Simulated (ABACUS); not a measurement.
**Small calculations from the output for CdSe (P6_3mc, 4 atoms in the cell; from Materials Project mp-1070)**

```
CELL_PARAMETERS angstrom
      4.34609     0.00000     0.00000
     -2.17305     3.76382     0.00000
      0.00000     0.00000     7.08984
ATOMIC_POSITIONS crystal
  Cd 0.66667 0.33333 0.49995
  Cd 0.33333 0.66667 0.99995
  Se 0.66667 0.33333 0.87591
  Se 0.33333 0.66667 0.37591
```

Level of theory: ABACUS 3.10.1 with PBE, numerical atomic orbitals TZDP (confined pseudo-atomic orbitals with Gaussian additions; energy shift 0.003 Ry), PseudoDojo 0.5 standard norm-conserving PBE (tails mended) pseudopotentials.

Main settings: basis = TZDP numerical atomic orbitals, energy shift 0.003 Ry; KPT = Gamma 8 8 4 0 0 0; basis_type = lcao; dft_functional = PBE; ecutwfc = 100 Ry; smearing_method = fd; smearing_sigma = 0.00367493 Ry; potentials = PseudoDojo 0.5 standard norm-conserving PBE (tails mended).

The atom-centred basis is finite, which shifts total energies, pressures and gaps against plane waves. The structure comes from a collection of computed structures, made at another level of theory; the collection holds predicted forms beside known ones.

The cell was also run at V = 114.815 Å³ (F = -16142.33463 eV, P = 2.10 GPa) and V = 117.135 Å³ (F = -16142.35743 eV, P = 1.06 GPa), scaled uniformly; the base has V = 115.975 Å³, P = 1.57 GPa and F₀ = -16142.34749 eV.

Task: Check the pressure against the energies, and estimate the bulk modulus.

Result: P = −dF/dV ≈ −(-0.02280 eV)/(2.320 Å³) = 0.00983 eV/Å³; times 160.218 GPa per eV/Å³ this is 1.57 GPa, against 1.57 GPa from the stress tensor. B = −V dP/dV ≈ −115.975 × (-1.04 GPa)/(2.320 Å³) = 52 GPa at this volume. The curvature of the energies, B = V (F₊ + F₋ − 2F₀)/(ΔV/2)², gives 40 GPa; stress and energies part, more than the finite steps explain, so noise of grid, basis or mesh weighs on these numbers and neither is reliable. Shape and fractional positions were held, which usually makes B too large where they are free.

A band-structure run on this density gave a gap of 0.71 eV along the path. From the bottom of the conduction band at Γ toward M, the level moves away from the edge by 0.2695 eV at Δk = 0.0835 Å⁻¹ and by 0.7130 eV at Δk = 0.1669 Å⁻¹. From the top of the valence band at Γ toward M, the level moves away from the edge by 0.0177 eV at Δk = 0.0835 Å⁻¹ and by 0.0697 eV at Δk = 0.1669 Å⁻¹.

Task: Estimate the effective masses, and the wavelength of a photon at the gap.

Result: For a parabola ΔE = ħ²Δk²/(2m*), with ħ²/(2mₑ) = 3.810 eV Å², so m*/mₑ = 3.810 Δk²/ΔE. At the bottom of the conduction band: 3.810 × 0.0835²/0.2695 = 0.10 from the nearer point and 0.15 from the farther. At the top of the valence band: 3.810 × 0.0835²/0.0177 = 1.50 from the nearer point and 1.52 from the farther. Where the two differ the band is not parabolic over this range, and the mass at the edge lies beyond the nearer value. These are masses along one direction, for the outermost band, at this level of theory and without spin-orbit coupling. The gap corresponds to λ = 1239.8 nm eV/0.71 eV = 1746 nm; semi-local functionals usually give gaps below the measured ones.

The atomic orbitals were generated for these runs; they are not ABACUS's published sets and were checked against plane waves on a few crystals only.

“Tails mended”: in these copies of the files the far tail of each local potential was reset to the Coulomb form.
